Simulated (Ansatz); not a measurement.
A geometry of WC away from equilibrium: the start of the relaxation of a generated cell, WC built in the AFLOW prototype AB_hP12_194_df_ce (B18, as in CuS). Calculation: r2SCAN (plane waves to 500 eV, PAW, scalar-relativistic; Ansatz, a program for electronic structure). Γ-centred k-mesh 9×9×2 on the run's cell, Fermi–Dirac smearing 0.05 eV.

```xyz
12
Lattice="3.4339 0.0000 0.0000 -1.7170 2.9739 0.0000 0.0000 0.0000 14.1485" Properties=species:S:1:pos:R:3 pbc="T T T"
W      0.0000     1.9826    10.6114
W      1.7170     0.9913     3.5371
W      0.0000     1.9826     1.5173
W      1.7170     0.9913     8.5916
W      1.7170     0.9913    12.6312
W      0.0000     1.9826     5.5570
C      0.0000     1.9826     3.5371
C      1.7170     0.9913    10.6114
C      0.0000     0.0000     0.9013
C      0.0000     0.0000     7.9755
C      0.0000     0.0000    13.2473
C      0.0000     0.0000     6.1730
```

What forces act on the atoms (eV/Å)?


```json
[
 {"atom": "W1", "Fx": "0.00", "Fy": "0.00", "Fz": "0.00"},
 {"atom": "W2", "Fx": "0.00", "Fy": "0.00", "Fz": "0.00"},
 {"atom": "W3", "Fx": "0.00", "Fy": "0.00", "Fz": "-2.30"},
 {"atom": "W4", "Fx": "0.00", "Fy": "0.00", "Fz": "-2.30"},
 {"atom": "W5", "Fx": "0.00", "Fy": "0.00", "Fz": "2.30"},
 {"atom": "W6", "Fx": "0.00", "Fy": "0.00", "Fz": "2.30"},
 {"atom": "C7", "Fx": "0.00", "Fy": "0.00", "Fz": "0.00"},
 {"atom": "C8", "Fx": "0.00", "Fy": "0.00", "Fz": "0.00"},
 {"atom": "C9", "Fx": "0.00", "Fy": "0.00", "Fz": "-1.34"},
 {"atom": "C10", "Fx": "0.00", "Fy": "0.00", "Fz": "-1.34"},
 {"atom": "C11", "Fx": "0.00", "Fy": "0.00", "Fz": "1.34"},
 {"atom": "C12", "Fx": "0.00", "Fy": "0.00", "Fz": "1.34"}
]
```

What is the pressure?

+11.7 GPa, compression positive.

How far above the relaxed end point is this geometry?

0.23 eV/atom; the path ends in P6₃/mmc (No. 194).

No spin polarisation in the result.

The run could not lose the symmetry of its start, so the end can be a saddle point.

The end of the path is a generated cell of WC: the first start was made by placing the elements on the sites of a structure type, and the end was not matched to a known phase here, so it may be hypothetical. Known forms of WC include space group No. 187.
